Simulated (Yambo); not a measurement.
LiMgBN$_{2}$ (space group I-4m2, No. 119), G0W0@PBEsol in Yambo with this input:

```
rim_cut
gw0
dyson
el_el_corr
HF_and_locXC
ppa
em1d
RandQpts= 1000000
RandGvec= 1 Ry
EXXRLvcs= 84 Ry
VXCRLvcs= 336 Ry
Chimod= "HARTREE"
% BndsRnXp
 6 | 120 |
%
NGsBlkXp= 8 Ry
% LongDrXp
 1.0 | 1.0 | 1.0 |
%
PPAPntXp= 27.2114 eV
% GbndRnge
 1 | 120 |
%
GTermKind= "BG"
DysSolver= "n"
ExtendOut
```

On a 4×4×4 mesh, with wavefunctions cut at 84 Ry, the gap (Z → Γ) is 4.188 eV and the valence edge shifts by -1.056 eV.

**Question.** What happens with this change: 3 Ry block?

**Answer.** The gap falls by 0.431 eV, to 3.757 eV; the shift of the valence edge becomes -0.734 eV. Neither run is shown to be the converged limit.

Geometry of the Materials Project entry, not relaxed at this level; primitive cell a = b = c = 5.1998 Å, α = β = 136.91°, γ = 62.58°.

The structure is a Materials Project entry; no match was found in the copy of COD used, and its stability was not checked.

A shift is the quasiparticle energy of the state minus its PBEsol energy.
